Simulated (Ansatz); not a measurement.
CO₂:
```
CELL_PARAMETERS angstrom
      4.27083     0.00000     0.00000
      0.00000     4.27083     0.00000
      0.00000     0.00000     9.23624
ATOMIC_POSITIONS crystal
  C  0.99992 0.00008 0.75000
  C  0.49992 0.49992 0.00000
  C  0.00008 0.99992 0.25000
  C  0.50008 0.50008 0.50000
  O  0.69212 0.30799 0.49999
  O  0.19201 0.19212 0.74999
  O  0.30788 0.69201 0.99999
  O  0.80799 0.80788 0.24999
  O  0.19212 0.19201 0.25001
  O  0.69201 0.30788 0.00001
  O  0.80788 0.80799 0.75001
  O  0.30799 0.69212 0.50001
```

Relaxed with r²SCAN+D4. Special points in fractions of this cell's reciprocal vectors: Γ (0.000, 0.000, 0.000); X (0.000, 0.500, 0.000); M (0.500, 0.500, 0.000); Z (0.000, 0.000, 0.500); R (0.000, 0.500, 0.500); A (0.500, 0.500, 0.500).

Task: List the band energies nearest the valence-band maximum at these points for r²SCAN+D4 (plane waves, PAW; program Ansatz).

Result: In eV from the valence-band maximum; about four levels below and three above (degenerate sets whole), none deeper than 8.9 eV; points with the same levels are listed once.

| k | below | above |
|---|---|---|
| Γ | -0.45 -0.45 -0.44 -0.44 | 7.29 8.35 8.76 8.76 |
| X | -0.45 -0.45 -0.23 -0.23 | 8.81 8.81 8.95 8.95 |
| M | 0.00 0.00 0.00 0.00 | 8.56 8.56 9.14 9.14 |
| Z | -0.45 -0.45 -0.45 -0.45 | 7.78 7.78 8.64 8.64 |
| R | -0.29 -0.29 -0.29 -0.29 | 8.88 8.88 8.88 8.88 |
| A | 0.00 0.00 0.00 0.00 | 8.80 8.80 8.80 8.80 |

Space group P4_2/mnm. The first step of the workflow began from a Materials Project structure, measured or hypothetical; the Crystallography Open Database copy checked does not list it. COD files the formula under space group No. 122, 205, so this cell is another polymorph or a model. Symmetry was held in the r²SCAN+D4 relaxation; whether a distortion lowers the energy is not shown. The substance is a gas or liquid at ambient conditions. Point labels and valley counts follow the cell and symmetry of the run, lower than the named group.

Potentials: the later of the program's two PAW sets.
